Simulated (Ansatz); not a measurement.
Method: DFT PBE, scalar-relativistic, plane waves, PAW in Ansatz 0.2.0. Settings: cutoff 420 eV, Γ-centred meshes spaced at most about 0.3 Å⁻¹, and about 0.25 Å⁻¹ or finer for metals (2π included), Gaussian smearing. No spin polarisation in the final relaxations.

These are static total energies at zero pressure.

Compare these two cells of TePtSe3, each relaxed at this level.

A.

```yaml
crystal:
  lattice:
    - [4.96950, 0.00000, 0.00000]
    - [0.00000, 4.96950, 0.00000]
    - [0.00000, 0.00000, 4.96950]
  atoms:
    - { symbol: Te, position: [0.50000, 0.50000, 0.50000] }
    - { symbol: Pt, position: [0.00000, 0.00000, 0.00000] }
    - { symbol: Se, position: [0.50000, 0.00000, 0.00000] }
    - { symbol: Se, position: [0.00000, 0.50000, 0.00000] }
    - { symbol: Se, position: [0.00000, 0.00000, 0.50000] }
```

B.

```yaml
crystal:
  lattice:
    - [3.27059, 1.88827, 3.39930]
    - [-3.27059, 1.88827, 3.39930]
    - [0.00000, -3.77655, 3.39930]
  atoms:
    - { symbol: Te, position: [0.50000, 0.50000, 0.50000] }
    - { symbol: Pt, position: [0.00000, 0.00000, 0.00000] }
    - { symbol: Se, position: [0.08410, 0.50000, 0.91590] }
    - { symbol: Se, position: [0.91590, 0.08410, 0.50000] }
    - { symbol: Se, position: [0.50000, 0.91590, 0.08410] }
```

Problem. Which is lower in energy, and by how much?

Solution. B is lower, by 181 meV/atom. A has the cubic perovskite type, space group Pm-3m (No. 221), 24.5 Å³/atom and no gap on its mesh; B has space group R32 (No. 155), 25.2 Å³/atom and no gap. Counting Se atoms around Pt and Te (those within 1.25 times the shortest such distance or 1.15 times the sum of covalent radii; the shortest distance is added where it is long for a bond), A has Te 12 from 3.5 Å, Pt 6 and B has Te 3, Pt 6. Even the lower one lies +0.21 eV/atom against the reference forms of the elements (uncorrected), so neither is stable at this level. In A, Te has 12 Se at 3.51 Å; Pt is surrounded by 6 Se at 2.48 Å; Se is surrounded by 2 Pt at 2.48 Å, 4 Te at 3.51 Å and 8 Se at 3.51 Å. In B, around Te lie 3 Se at 2.72 Å; Pt has 6 Se at 2.60 Å; around Se lie 2 Pt at 2.60 Å and 1 Te at 2.72 Å. Both come from invented guesses. A third cell relaxed alike, in P4mm, lies 8 meV/atom below the lower of the two.

Spin–orbit coupling, which can matter for Pt and Te, is left out. Cells relaxed within their symmetry can be saddle points.
